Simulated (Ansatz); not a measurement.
Values for one crystal, relaxed and computed with LDA in the plane-wave PAW code Ansatz; other levels are named.

- Volume per atom = 25.28 Å³
- Band gap = 0.71 eV (smallest direct gap 0.72 eV)
- Vibrational entropy at 300 K = 22.6 J/(K·mol of atoms)
- Electronic dielectric constant ε∞ (DFPT) = 10.3
- Conduction-band minimum = at Γ
- Dynamical stability on the path = stable (no imaginary branch)
- Static dielectric constant ε0 (ions relaxed, cell fixed) = 24.1

Which of these materials gives this?
A) SrHfN2, R-3m (Sr on 3a, Hf on 3b, N on 6c)
B) GaN, zinc blende
C) AlN, P6_3mc (Pearson symbol hP12)
D) WN2, Fd-3m (W on 8a, N on 16c)

D, WN2, Fd-3m (W on 8a, N on 16c)

The workflow started from a Materials Project entry (that database holds measured and hypothetical structures alike); the Crystallography Open Database copy checked does not list it. Whether it is the stable phase at ambient conditions was not checked. Symmetry was held in the LDA relaxation. The run is not spin-polarised. Point labels and valley counts follow the cell and symmetry of the run, lower than the named group. Spin–orbit coupling is left out wherever it is not named.

Potentials: the later of the program's two PAW sets.
